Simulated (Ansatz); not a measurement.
**HfB: trigonal deformation path**

Method: DFT PBEsol, scalar-relativistic, plane waves, PAW (Ansatz 0.2.0). Settings: plane waves to 420 eV, k-mesh 20×20×20 (Γ-centred), Gaussian smearing 0.15 eV. Spin–orbit coupling is left out, which can shift energies with elements as heavy as these. No spin polarisation. Energies are free energies at this smearing, counted from the undisturbed cell; pressure is positive in compression.

The undisturbed cell (as given, not relaxed at this level; it stands at 23.5 GPa, and it needn't be the usual structure):

```
CELL_PARAMETERS angstrom
0.00000 2.31000 2.31000
2.31000 0.00000 2.31000
2.31000 2.31000 0.00000
ATOMIC_POSITIONS crystal
Hf 0.50000 0.50000 0.50000
B 0.00000 0.00000 0.00000
```

At fixed volume and fractional coordinates, lengths along (0.577, 0.577, 0.577) are scaled against those across it; ρ is that ratio over its starting value. The cell is metallic on the mesh throughout. At ρ = 0.500 the cell becomes cubic (Pm-3m), and there the slope of the energy vanishes by symmetry. At 23 GPa the given cell is far from its own equilibrium, so these figures belong to a strongly strained crystal.

```csv
ρ,ΔE (meV/atom)
0.500,490.4
0.600,345.4
0.710,185.7
0.850,68.4
0.930,16.3
1.000,0.0
1.080,21.7
1.200,124.7
1.410,444.2
1.700,975.6
2.000,1413.9
```

(1) Predict the pressure (GPa) at each point.

Results:

(1)
```
    ρ  pressure (GPa)
0.500            11.1
0.600            15.3
0.710            21.4
0.850            23.4
0.930            23.5
1.000            23.5
1.080            23.5
1.200            23.7
1.410            24.9
1.700            27.4
2.000            26.7
```

Cost: 11 runs of about 3.4 core-minutes in all, on Arm Neoverse V2 (shared hosts).